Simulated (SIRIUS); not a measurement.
SIRIUS run on AlCo (P4/mmm, 2 atoms in the cell; from Materials Project mp-284, changed as shown): self-consistent single point.

All values come from this method and carry its errors: PBEsol, GBRV PBEsol ultrasoft pseudopotentials (plane waves; SIRIUS).

The change in words: lattice vector c scaled by 1.01. Reference geometry (Pm-3m):
```
CELL_PARAMETERS angstrom
      2.81940     0.00000     0.00000
      0.00000     2.81940     0.00000
      0.00000     0.00000     2.81940
ATOMIC_POSITIONS crystal
  Al 0.00000 0.00000 0.00000
  Co 0.50000 0.50000 0.50000
```

Reference input (self-consistent single point, DFT, PBEsol, plane waves, GBRV PBEsol ultrasoft pseudopotentials): parameters.ngridk = 10 10 10; parameters.xc_functionals = [XC_GGA_X_PBE_SOL, XC_GGA_C_PBE_SOL]; parameters.gk_cutoff = 6.325 1/bohr; parameters.pw_cutoff = 14.143 1/bohr; parameters.smearing = fermi_dirac; parameters.smearing_width = 0.00367493 Ha; potentials = GBRV PBEsol ultrasoft pseudopotentials; parameters.electronic_structure_method = pseudopotential; parameters.num_bands = 14; parameters.num_mag_dims = 0; parameters.num_dft_iter = 100; parameters.energy_tol = 1e-07 Ha. This run's input differs from it in these lines:

```diff
@@ -34,3 +34,3 @@
       [0.0, 0.9999999692, 0.0],
-      [0.0, 0.0, 0.9999999692]
+      [0.0, 0.0, 1.0099999689]
     ],
```

Log, with long lists cut:

```
[find] density tolerance         : 1e-06
[find] total energy tolerance    : 1e-07
[find] iter_solver_tol (initial) : 0.01
[find] iter_solver_tol (target)  : 1e-13
[find] num_dft_iter              : 100
Charges and magnetic moments
--------------------------------------------------------------------------------
total charge          : 20.000000
[find] | SCF iteration   0 out of 100|
[diagonalize] iterative solver tolerance (occupied, empty): 0.01 0.01
[diagonalize] average number of iterations: 3.96032
[find] Charges and magnetic moments
[find] total charge          : 20.000000
[find] Energy
   [... lines left out ...]

[find] Charges and magnetic moments
[find] total charge          : 20.000000
[find] Energy
[find] smearing (-TS)                 :      -0.00101381
[find] Total energy                   :    -152.51035042 (Ha),    -305.02070084 (Ry)
[find] Free energy (E-TS)             :    -152.51136424 (Ha),    -305.02272847 (Ry)
[find] band gap (eV)                  :       0.00000000
[find] Efermi                         :       0.53509361
[find] iteration : 23, RMS (target) : 9.4702e-07 (1.0000e-06) , energy difference (target) : -6.4838e-10 (1.0000e-07)
[find] bands are converged : true
[find] iterative solver converged : false
[find] converged after 24 SCF iterations!
[find] Charges and magnetic moments
[find] total charge          : 20.000000
[find] Energy
[find] smearing (-TS)                 :      -0.00101381
[find] Total energy                   :    -152.51035042 (Ha),    -305.02070084 (Ry)
[find] Free energy (E-TS)             :    -152.51136424 (Ha),    -305.02272847 (Ry)
[find] band gap (eV)                  :       0.00000000
[find] Efermi                         :       0.53509361
[ground_state] === stress tensor components [kbar] ===
[ground_state] === stress_total ===
[ground_state]     7.091412   -0.000000   -0.000000
[ground_state]    -0.000000    7.091412    0.000000
[ground_state]    -0.000000    0.000000   22.431881
[ground_state] ==== total Forces in Ha/bohr =====
[ground_state] atom:    0, force:       0.0000000      0.0000000      0.0000000
[ground_state] atom:    1, force:       0.0000000      0.0000000      0.0000000
```

The run converged in 24 iterations. SIRIUS prints the stress tensor with tension positive. Against the reference run the free energy hardly moves (within 1 meV/atom) and the pressure goes from 0.68 to -1.22 GPa.

The run has no spin polarisation, so moments on Co cannot form. The structure comes from a collection of computed structures, made at another level of theory; the collection holds predicted forms beside known ones.

Cost on one core: about 22 core-seconds (a rough figure).

The gap that the log prints is read on the run's mesh, which can miss the band edges or a crossing.
